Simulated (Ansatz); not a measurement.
**Structures of Be2Cl3: which is lowest?**

Plane-wave DFT in Ansatz with scalar-relativistic PAW potentials, cutoff 420 eV, Γ-centred meshes chosen by cell and gap, Gaussian smearing with energies taken to zero width. Every cell was relaxed (cell and atoms) in a run of its own, within the symmetry of its start. Functional: PBE.

Relaxed structures (starts from databases or built by putting these elements on another compound's sites):
A. R-3c, 10 atoms in the computed cell, a = 5.955 Å, c = 21.134 Å; sites (symmetry × multiplicity) Be 3. × 12, Cl .2 × 18; start: built
B. P-3m1, 5 atoms in the computed cell, a = 3.350 Å, c = 9.367 Å; sites (symmetry × multiplicity) Be 3m. × 2, Cl -3m. × 1 + 3m. × 2; start: built

Problem. Rank them by energy. Could pressure change the order?

Solution.
```tsv
structure	group	E − E(lowest) (meV/atom)	V (Å³/atom)	gap on mesh (eV)
A	R-3c	0.0	21.64	0.00
B	P-3m1	390	18.21	0.00
```

A is lowest, 390 meV/atom under B. B is denser by 3.43 Å³/atom, so pressure favours it: ΔE/ΔV, with ΔE in eV and 1 eV/Å³ = 160.2 GPa, gives about 18 GPa for equal enthalpy if both cells were rigid; at such pressures compression changes ΔV much, so this is a scale only. Other structures may lie lower than all of these, and vibrations aren't counted.

Spin polarisation was left out, and a magnetic state may lie lower.